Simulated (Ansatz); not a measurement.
# LaTl in the CsCl-type structure

Level of theory: DFT, PBEsol, scalar-relativistic, no spin polarisation; plane waves to 420 eV with PAW datasets (Ansatz 0.2.0), 8×8×8 k-mesh, Gaussian smearing of 0.05 eV; PAW files: Ansatz's generated set soft_2.

```xyz
2
Lattice="3.9171 0.0000 0.0000 0.0000 3.9171 0.0000 0.0000 0.0000 3.9171" Properties=species:S:1:pos:R:3 pbc="T T T"
La    0.0000    0.0000    0.0000
Tl    1.9585    1.9585    1.9585
```

The start was a prototype's sites filled with these elements; the Crystallography Open Database holds the compound in this structure.

The cell has space group Pm-3m (read at 0.01 Å). In it the stress is 0.00, 0.00, 0.00, 0.00, 0.00, 0.00 GPa and the largest force component 0.000 eV/Å. Each change below starts from this cell, without further relaxation. Stress is in GPa, positive in compression, in the order xx, yy, zz, yz, xz, xy; energies are counted from the cell above and are free energies with the smearing's entropy, which match forces and stress in a metal.

What happens when atom 1 (La) is moved by 0.08 Å along z?

The energy changes by 5.4 meV per cell, and the force on it along the shift is -0.138 eV/Å (−F/u = 1.72 eV/Å²). Stress: 0.08, 0.08, 0.06, 0.00, 0.00, 0.00.
```
atom  Fx (eV/Å)     Fy      Fz
 La1      0.000  0.000  -0.138
 Tl2      0.000  0.000   0.138
```
In a harmonic crystal the energy would rise by −½F·u = ½ × 1.72 × 0.08² eV = 5.5 meV, which matches.

A single strain component, atoms carried along, gave the stress 0.03, 0.00, 0.03, 0.00, 0.66, 0.00. Which component, and about how large?

An engineering strain of -2 % in xz; the energy changes by 2.5 meV per cell.

Spin–orbit coupling, which matters for such heavy elements, is left out.
